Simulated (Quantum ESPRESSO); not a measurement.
# Where does S sit best among Se sites?

These are calculations, not measurements. They come from pw.x of Quantum ESPRESSO 7.5, a plane-wave density functional program, with PseudoDojo standard norm-conserving files (v0.5 for PBE, v0.4.1 for LDA and PBEsol). The cells are made up: elements, strain and atom displacements were drawn at random, and nothing was relaxed. There is no spin polarisation, spin-orbit coupling or dispersion term.

The cell has 8 sites of a zincblende or diamond lattice. Sites 1 to 4 hold Se Mg Mg Mg; sites 5 to 8 hold X X X X. Cell vectors in Å: (5.851, 0.000, 0.000); (0.000, 5.851, 0.000); (0.000, 0.000, 5.851). Settings: PBE, cutoff 1170 eV, 6 x 6 x 6 k mesh shifted by half a step, Fermi-Dirac smearing of 0.1 eV.

In each run one of the sites marked X holds S and the others hold Se; cell and positions stay the same. E is the free energy of the cell.

```
site of the guest  first shell  mean distance (Å)  E above the lowest (eV)  P (GPa)  force on the guest (eV/Å)
                5        Mg3Se              2.576                    0.311     5.93                      1.170
                6        Mg3Se              2.552                    0.139     5.80                      1.463
                7        Mg3Se              2.505                    0.000     5.62                      1.369
                8        Mg3Se              2.523                    0.185     5.68                      1.123
```

A rerun of one of these cells at 1467 eV and k mesh 8 x 8 x 8 moved values by no more than 0.003 eV in the cell's energy, 0.02 GPa in stress and 0.011 eV/Å in force.

## Reading the table

Site 7 is lowest, by 0.139 eV, over three times the rerun's bound. A straight line of energy against the mean distance has a slope of 3.5 ± 1.5 eV/Å, so these few sites cannot settle whether the distance sets the order. The positions are random and not relaxed, so the differences hold for this frozen cell and are not site preferences of a real crystal.